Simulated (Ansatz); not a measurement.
The elements of this relaxed trial crystal are hidden behind letters.

```
lattice vectors (Å)
   0.0000    2.3039    6.8286
   1.5890    0.0000    6.8286
   1.5890    2.3039    0.0000
fractional positions
X 0.6601 0.6601 0.3399
X 0.3399 0.3399 0.6601
Z 0.0000 0.0000 0.0000
```

Level of theory: DFT PBE, scalar-relativistic, plane waves, PAW in Ansatz. The final run on the 3-atom cell used 420 eV, a Γ-centred 18×18×18 mesh, 0.10 eV smearing and no spin polarisation.

| Property | Result |
| --- | --- |
| Space group | Fmmm (No. 69) |
| Conventional cell | a = 3.178 Å, b = 4.608 Å, c = 13.657 Å |
| Volume per atom | 16.67 Å³ |
| Density | 9.29 g/cm³ |
| Formation energy | +0.04 eV/atom |
| Gap on the 18×18×18 mesh of the 3-atom cell | 0 eV (a metal) |

Energies are uncorrected and count from the elements' standard states at the same level.

Q: X is a d-block element of period 4 and Z is a d-block element of period 6. Which elements are they?

A: X = Ti, Z = W, so the formula is Ti2W. Density times volume gives a mean mass of 9.29 × 16.67/1.6605 = 93.3 u per atom, and this set has 93.2 u. Among the elements that the hints allow, noble gases aside, only these give it. Ti has 2 W at 2.70 Å, 6 Ti at 2.80–2.92 Å, 2 W at 3.18 Å, 2 Ti at 3.18 Å and 2 Ti at 3.37 Å; around W lie 4 Ti at 2.70 Å, 4 W at 2.80 Å, 4 Ti at 3.18 Å and 2 W at 3.18 Å.

These runs have no spin–orbit coupling, which can matter for W. A later test with randomly moved atoms ended 1 meV/atom lower on a coarse mesh, in C2/m at a loose tolerance, which is no clear verdict on its stability.
